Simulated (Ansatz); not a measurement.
Hf3N4:
Space group I-43d (No. 220); a = b = c = 6.708 Å, α = β = γ = 90.00°

```json
[
 {"atom": "Hf", "site": "12a", "symmetry": "-4..", "x": "0.0000", "y": "0.2500", "z": "0.3750"},
 {"atom": "N", "site": "16c", "symmetry": ".3.", "x": "0.0648", "y": "0.0648", "z": "0.0648"}
]
```
(The calculation used a cell of 14 atoms; values per cell refer to that cell.)

Relaxed with r²SCAN.

**Question.** Which orbitals make up the states near the band edges in the program Ansatz at the r²SCAN level (PAW)?

**Answer.** Top 1 eV of the valence band: N 2p 86 %, Hf 5d 10 %. Bottom 1 eV of the conduction band: Hf 5d 83 %, N 2p 14 %. Projections are on Löwdin-orthogonalised atomic valence shells; empty p or d shells of many metals are not among them.

**Question.** Tabulate the density of states.

**Answer.** States/eV per cell of 14 atoms, in 0.25 eV bins, energy from the valence-band maximum.

```csv
E (eV),total,N 2p,Hf 5d,N 2s
-7.85,0.00,0.00,0.00,0.00
-7.60,0.00,0.00,0.00,0.00
-7.35,0.00,0.00,0.00,0.00
-7.10,0.00,0.00,0.00,0.00
-6.85,0.61,0.33,0.20,0.00
-6.60,1.92,1.05,0.61,0.03
-6.35,3.07,1.72,0.93,0.07
-6.10,5.02,2.89,1.43,0.13
-5.85,6.38,3.80,1.77,0.15
-5.60,6.65,4.05,1.89,0.14
-5.35,8.80,5.49,2.49,0.14
-5.10,5.08,3.15,1.49,0.11
-4.85,9.53,6.17,2.76,0.14
-4.60,10.75,6.97,3.17,0.14
-4.35,11.68,7.72,3.26,0.13
-4.10,10.70,7.00,3.10,0.12
-3.85,7.00,4.63,1.98,0.09
-3.60,5.09,3.41,1.41,0.08
-3.35,1.67,1.06,0.51,0.04
-3.10,10.44,6.90,3.01,0.12
-2.85,13.35,9.17,3.57,0.14
-2.60,9.20,6.43,2.36,0.13
-2.35,12.51,8.74,3.21,0.19
-2.10,11.26,8.04,2.55,0.25
-1.85,9.65,7.22,1.84,0.21
-1.60,6.28,4.90,1.00,0.13
-1.35,6.05,4.79,0.92,0.11
-1.10,5.00,4.11,0.66,0.06
-0.85,7.06,5.92,0.84,0.06
-0.60,4.73,4.08,0.45,0.03
-0.35,1.87,1.69,0.10,0.01
-0.10,0.65,0.61,0.02,0.00
0.15,0.00,0.00,0.00,0.00
0.40,0.00,0.00,0.00,0.00
0.65,0.00,0.00,0.00,0.00
0.90,0.00,0.00,0.00,0.00
1.15,0.00,0.00,0.00,0.00
1.40,0.05,0.00,0.05,0.00
1.65,0.35,0.04,0.31,0.00
1.90,0.66,0.09,0.55,0.01
2.15,1.16,0.17,0.94,0.02
2.40,2.47,0.36,1.98,0.06
2.65,4.70,0.76,3.63,0.17
2.90,10.17,1.85,7.51,0.46
3.15,9.69,2.01,6.94,0.41
3.40,4.11,0.96,2.83,0.17
3.65,4.00,0.86,2.82,0.17
3.90,6.31,1.05,4.81,0.22
4.15,7.60,1.21,5.90,0.20
4.40,5.98,1.02,4.57,0.17
4.65,5.52,0.76,4.35,0.19
4.90,8.57,1.01,6.51,0.58
5.15,9.37,1.22,7.02,0.65
5.40,12.48,1.61,9.19,1.10
5.65,9.03,1.14,6.87,0.57
5.90,14.96,1.76,11.53,0.89
6.15,13.64,1.80,10.33,0.79
```

The r²SCAN relaxation kept the symmetry of its start. No spin polarisation was allowed. Scalar-relativistic: spin–orbit coupling is off unless named, which matters more the heavier the elements.

Potentials: the later of the program's two PAW sets.
